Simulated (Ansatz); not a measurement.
SrVO3 (cubic perovskite)

```xyz
5
Lattice="3.8407 0.0000 0.0000 0.0000 3.8407 0.0000 0.0000 0.0000 3.8407" Properties=species:S:1:pos:R:3 pbc="T T T"
Sr     0.0000     0.0000     0.0000
V      1.9203     1.9203     1.9203
O      0.0000     1.9203     1.9203
O      1.9203     1.9203     0.0000
O      1.9203     0.0000     1.9203
```

The slice is a {110} plane (indices of the conventional cell) through the point (0.500, 0.500, 0.000) (fractional), spanned by u = [100] and v = [011] in vectors of this cell: u (3.84 Å) and v (5.43 Å, at 90° to u). It covers one period; positions are fractions (u, v).

Method: r2SCAN (plane waves to 500 eV, PAW, scalar-relativistic; Ansatz, a quantum-chemistry and plane-wave program). k mesh 12×12×12. These are valence fields of a PAW run, semicore shells included where kept as valence: close to a nucleus they are smooth pseudo fields. Relaxed SrVO3 ends ferromagnetic. SrVO3 is run spin-polarised and with no Hubbard U. SrVO3 was relaxed with its symmetry unable to fall. The magnetic order is the one the run started from; other orders were not tried.

### Question
Sketch the electron localisation function (ELF) on this plane as a map.

### Answer
| v \ u | 0.00 | 0.14 | 0.29 | 0.43 | 0.57 | 0.71 | 0.86 |
|---|---|---|---|---|---|---|---|
| 0.90 | 0.81 | 0.79 | 0.18 | 0.02 | 0.02 | 0.18 | 0.79 |
| 0.75 | 0.08 | 0.07 | 0.03 | 0.05 | 0.05 | 0.03 | 0.07 |
| 0.60 | 0.81 | 0.79 | 0.18 | 0.02 | 0.02 | 0.18 | 0.79 |
| 0.45 | x | 0.83 | 0.38 | 0.02 | 0.02 | 0.38 | 0.83 |
| 0.30 | 0.29 | 0.18 | 0.04 | 0.04 | 0.04 | 0.04 | 0.18 |
| 0.15 | 0.74 | 0.58 | 0.06 | 0.03 | 0.03 | 0.06 | 0.58 |
| 0.00 | x | 0.82 | 0.47 | 0.02 | 0.02 | 0.47 | 0.82 |

Values: electron localisation function (ELF). Points within 0.4 Å of a nucleus are blanked (x), as the pseudised field means little there.
